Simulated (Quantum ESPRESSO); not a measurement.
Kohn-Sham bands of TlSbTe$_{2}$ (R-3m)

```
CELL_PARAMETERS angstrom
     -2.23261     3.86699     0.00000
     -4.46522     0.00000     0.00000
     -2.23261     1.28900     7.90943
ATOMIC_POSITIONS crystal
  Tl 0.00000 0.00000 0.00000
  Sb 0.50000 0.50000 0.50000
  Te 0.76081 0.76081 0.71758
  Te 0.23919 0.23919 0.28242
```

Materials Project entry mp-4573; symmetrised, unrelaxed at this level. COD (Crystallography Open Database) has an entry of this formula and space group (matched by these alone). Method: PBEsol plane waves in Quantum ESPRESSO 7.5 (PseudoDojo norm-conserving files, 64 Ry, spinors with spin-orbit coupling), Bloch states on a 4×4×4 mesh through Γ, Wannier90 4.0.1. Density: 8×8×8 mesh, cold smearing 0.01 Ry. With spin-orbit coupling a semilocal functional can close or falsely invert a small gap; the band order was not checked against a better method. The gap is small at this level and was sampled on the meshes and a path alone.

Question: List the Kohn-Sham levels between −8 and 3.1 eV relative to the valence-band maximum at the high-symmetry points, as a band run of pw.x on that density gives them (levels within 2 meV counted together).

Answer: 
```json
[
 {"point": "Γ", "k (reciprocal lattice)": "0.000 0.000 0.000", "levels (eV)": "-5.01 (×2), -2.50 (×2), -1.69 (×2), -1.68 (×2), -1.48 (×2), -0.85 (×2), 0.00 (×2), 0.13 (×2), 0.84 (×2), 1.28 (×2)"},
 {"point": "T", "k (reciprocal lattice)": "0.000 0.000 0.500", "levels (eV)": "-7.53 (×2), -5.83 (×2), -2.28 (×2), -1.80 (×2), -1.67 (×2), -1.07 (×2), -0.94 (×2), -0.63 (×2), 0.71 (×2), 1.46 (×2), 1.55 (×2), 2.67 (×2)"},
 {"point": "H_2", "k (reciprocal lattice)": "-0.316 -0.631 0.184", "levels (eV)": "-5.78 (×2), -4.23 (×2), -3.99 (×2), -3.47 (×2), -2.21 (×2), -1.48 (×2), -1.09 (×2), 1.53 (×2), 1.79 (×2), 2.99 (×2)"},
 {"point": "H_0", "k (reciprocal lattice)": "-0.369 -0.684 -0.184", "levels (eV)": "-5.78 (×2), -4.23 (×2), -3.99 (×2), -3.47 (×2), -2.21 (×2), -1.48 (×2), -1.09 (×2), 1.53 (×2), 1.79 (×2), 2.99 (×2)"},
 {"point": "L", "k (reciprocal lattice)": "0.000 -0.500 0.000", "levels (eV)": "-5.83 (×2), -4.22 (×2), -3.28 (×2), -2.75 (×2), -2.33 (×2), -2.09 (×2), -1.48 (×2), 2.05 (×2), 2.66 (×2), 2.80 (×2)"},
 {"point": "S_0", "k (reciprocal lattice)": "-0.342 -0.684 -0.342", "levels (eV)": "-5.76 (×2), -4.34 (×2), -3.85 (×2), -3.61 (×2), -2.20 (×2), -1.59 (×2), -0.68 (×2), 0.92 (×2), 2.19 (×2), 2.80 (×2)"},
 {"point": "S_2", "k (reciprocal lattice)": "-0.342 -0.658 0.000", "levels (eV)": "-5.76 (×2), -4.34 (×2), -3.85 (×2), -3.61 (×2), -2.20 (×2), -1.59 (×2), -0.68 (×2), 0.92 (×2), 2.19 (×2), 2.80 (×2)"},
 {"point": "F", "k (reciprocal lattice)": "-0.500 -0.500 0.000", "levels (eV)": "-5.47 (×2), -4.91 (×2), -3.58 (×2), -3.08 (×2), -1.57 (×2), -0.95 (×2), -0.22 (×2), 0.13 (×2), 0.82 (×2), 1.44 (×2)"}
]
```
